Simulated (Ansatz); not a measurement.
TlAgTe2:
Space group I-4m2 (No. 119); a = 3.4012 Å, b = 3.4012 Å, c = 18.7061 Å, α = 90.00°, β = 90.00°, γ = 90.00°

| atom | site | symmetry | x | y | z |
|---|---|---|---|---|---|
| Ag | 2c | -4m2 | 0.0000 | 0.5000 | 0.2500 |
| Tl | 2a | -4m2 | 0.0000 | 0.0000 | 0.0000 |
| Te | 4e | 2mm. | 0.0000 | 0.0000 | 0.3652 |
(The calculation used a cell of 4 atoms; values per cell refer to that cell.)

Relaxed at zero pressure with LDA in the plane-wave PAW code Ansatz.

### Question
The volume is lowered by 6 % and shape and atoms relax at that volume. What pressure results, and how do the axes share the change?

### Answer
2.7 GPa; a -4.7 %, b -4.7 %, c 3.6 %; the energy rises by 10 meV/atom.

### Question
Give the new structure.

### Answer

Space group I-4m2 (No. 119); a = b = 3.2405 Å, c = 19.3714 Å, α = β = γ = 90.00°

| atom | site | symmetry | x | y | z |
|---|---|---|---|---|---|
| Ag | 2c | -4m2 | 0.0000 | 0.5000 | 0.2500 |
| Tl | 2a | -4m2 | 0.0000 | 0.0000 | 0.0000 |
| Te | 4e | 2mm. | 0.0000 | 0.0000 | 0.3643 |

The phase is kept; no other phase was compared at this pressure.

The workflow started from an entry of the Crystallography Open Database (COD). Whether it is the stable phase at ambient conditions was not checked. Symmetry was held in the LDA relaxation; whether a distortion lowers the energy is not shown. The run is not spin-polarised. Scalar-relativistic: spin–orbit coupling is off unless named, which matters more the heavier the elements.

Potentials: the later of the program's two PAW sets.
